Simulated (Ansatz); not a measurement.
Theory: Ansatz, DFT PBE, scalar-relativistic, plane waves, PAW. Settings: cutoff 420 eV, Γ-centred meshes spaced at most about 0.3 Å⁻¹, and about 0.25 Å⁻¹ or finer for metals (2π included), Gaussian smearing. No spin polarisation in the final relaxations.

These are static total energies at zero pressure. All come from trial cells, and lower structures may exist.

Question: Order these relaxed structures of HfBr by energy, lowest first, with the energy over the lowest of them.
A. Space group Fd-3m (No. 227), cubic, a = 7.327 Å. Hf has 4 Br at 3.17 Å, 4 Hf at 3.17 Å and 6 Br at 3.66 Å; Br has 4 Br at 3.17 Å, 4 Hf at 3.17 Å and 6 Hf at 3.66 Å.
B. Space group P4/mmm (No. 123), tetragonal, a = 3.243 Å, c = 3.916 Å. Around Hf lie 8 Br at 3.02 Å and 4 Hf at 3.24 Å; Br has 8 Hf at 3.02 Å and 4 Br at 3.24 Å.

Answer: B (0 meV/atom), A (347 meV/atom). Forms: B P4/mmm; A Fd-3m. Counting Br atoms around Hf (those within 1.25 times the shortest such distance or 1.15 times the sum of covalent radii; a plus sign parts nearer from farther groups): B has Hf 8; A has Hf 4+6. Even the lowest lies +0.21 eV/atom against the elements.

These runs have no spin–orbit coupling, which can matter for Hf. In P4/mmm an odd number of electrons in the primitive cell allows no gap without spin; a larger cell or a magnetic state could open one. A magnetic state wasn't ruled out in cells without spin, among them P4/mmm, Fd-3m. Cells relaxed within their symmetry can be saddle points. Some candidate types were left out of the draw beforehand, so a known form may be missing.
